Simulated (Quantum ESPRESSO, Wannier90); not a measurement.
## Wannier functions of Ge (P6₃/mmc, model phase)

```xyz
4
Lattice="3.9976 0.0000 0.0000 -1.9988 3.4620 0.0000 0.0000 0.0000 6.5994" Properties=species:S:1:pos:R:3 pbc="T T T"
Ge    -1.9988     1.1540     0.4151
Ge     1.9988    -1.1540    -0.4151
Ge     1.9988    -1.1540    -2.8846
Ge    -1.9988     1.1540     2.8846
```

Cell from Materials Project (mp-1007760), symmetrised, no further relaxation. This isn't the element's usual structure (diamond); take it as a model of another phase. Method: PBEsol plane waves in Quantum ESPRESSO 7.5 (PseudoDojo norm-conserving files, 63 Ry, no spin polarisation, no spin-orbit coupling), Bloch states on a 6×6×4 mesh through Γ, Wannier90 4.0.1. Density: 12×12×6 mesh, cold smearing 0.01 Ry. Spin-orbit coupling, left out, would split the p-like bands by a few tenths of an eV.

The lattice is scaled uniformly with fixed fractional positions (axis ratios and free coordinates are held, so this isn't the response to pressure), and at each scale an atom-like model (Ge sp; disentangled, num_iter = 0) is made. Listed is the largest hopping of each kind of orbital pair shown, with the distance of the two functions' centres at scale 1; the mesh was not varied.

```csv
scale,"modulus of t, Ge4 pz–Ge1 pz at 2.89 Å (eV)","modulus of t, Ge4 pz–Ge1 s at 2.69 Å (eV)","modulus of t, Ge3 s–Ge4 s at 2.45 Å (eV)"
0.960,2.948,2.627,1.804
0.980,2.850,2.483,1.672
1.000,2.752,2.344,1.550
1.020,2.656,2.211,1.435
1.040,2.557,2.084,1.329
```

Question: With |t| ∝ d^(−η), find η for each hopping from the ends of the series.

Answer: 
- Ge4 pz–Ge1 pz at 2.89 Å: η = −ln(2.557/2.948)/ln(1.040/0.960) = 1.8
- Ge4 pz–Ge1 s at 2.69 Å: η = −ln(2.084/2.627)/ln(1.040/0.960) = 2.9
- Ge3 s–Ge4 s at 2.45 Å: η = −ln(1.329/1.804)/ln(1.040/0.960) = 3.8
Harrison's rules would take η = 2.0, 2.0, 2.0 for these pairs; they describe atomic orbitals, while these are orthogonalised and change shape with the volume.
